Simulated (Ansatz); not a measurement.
La₃Ga:
```xyz
4
Lattice="4.9350 0.0000 0.0000 0.0000 4.9350 0.0000 0.0000 0.0000 4.9350" Properties=species:S:1:pos:R:3 pbc="T T T"
La     0.0000     2.4675     2.4675
La     2.4675     0.0000     2.4675
La     2.4675     2.4675     0.0000
Ga     0.0000     0.0000     0.0000
```

Relaxed with r²SCAN. Special points in fractions of this cell's reciprocal vectors: Γ (0.000, 0.000, 0.000); X (0.000, 0.500, 0.000); M (0.500, 0.500, 0.000); R (0.500, 0.500, 0.500).

Task: List the band energies nearest the Fermi level at these points for the program Ansatz at the r²SCAN level (PAW).

Result: In eV from the Fermi level; about four levels below and three above (degenerate sets whole), none deeper than 8.9 eV; points with the same levels are listed once.

```
k                          below                above
-  -----------------------------  -------------------
Γ  -1.07 -1.07 -1.07 -0.97 -0.97       0.79 0.79 0.79
X        -1.43 -0.89 -0.89 -0.68       0.72 1.08 1.27
M        -1.33 -1.33 -0.04 -0.04  0.22 0.84 1.21 1.21
R        -6.20 -1.13 -1.13 -1.13       0.26 0.26 0.26
```

Space group Pm-3m (Cu3Au type). The workflow started from an entry of the Crystallography Open Database (COD). Whether it is the stable phase at ambient conditions was not checked. Symmetry was held in the r²SCAN relaxation; whether a distortion lowers the energy is not shown. The volume moved by -34 % from the start of the relaxation. The volume fell by over 15 % from the filed cell, which may lack light atoms or belong to other conditions. Scalar-relativistic: spin–orbit coupling is off unless named, which matters more the heavier the elements.

Potentials: the later of the program's two PAW sets.
